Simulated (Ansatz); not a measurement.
**Ti at a changed volume — field gradients at the nuclei**

The cell is a structure deposited in the COD, relaxed with PBE at fixed cell and then changed (volume scaled by 1.02, ions relaxed).

```
Ti
1.0
     2.96953    0.00000    0.00000
    -1.48477    2.57169    0.00000
     0.00000    0.00000    4.71703
Ti
2
Direct
  0.33333 0.66667 0.25000
  0.66667 0.33333 0.75000
```

Atoms are numbered from 1 in the order listed; like atoms form one site, named after its first atom.

Level of theory: DFT, PBE, plane waves and PAW, scalar-relativistic, 420 eV cutoff, Γ-centred 18×18×10 k-points, Fermi–Dirac smearing 0.05 eV (Ansatz 0.2.0).

V_zz is the principal component of the electric field gradient with the largest magnitude, η = (V_xx − V_yy)/V_zz and C_Q = eQV_zz/h.

⁴⁹Ti: I = 7/2, Q = 247.0 mb. Q values from Pyykkö, Mol. Phys. 116, 1328 (2018).

```json
{"site": "Ti", "atoms (order as listed)": "1, 2", "first shell": "12 Ti at 2.92–2.97 Å", "V_xx, V_yy, V_zz (10²¹ V/m²)": "-0.89, -0.89, 1.78", "η": "0.00", "C_Q (MHz)": "10.6"}
```

An axis of threefold or higher order runs through Ti, so V_zz lies along it and η is zero.

The run finds no gap above 0.1 eV (a metal, or nearly one), so the gradients can move by 10 % or more with the k-mesh.

The relaxation (1 step) took 3.3 s of wall time (3.2 s of CPU time) and 0.5 GiB at its peak, on 1 thread of AMD EPYC 9R45 (Zen 5) (x86_64; 16 cores open to the job, memory cap 3.0 GiB, no GPU), a shared host with a load of 0.4 a core.
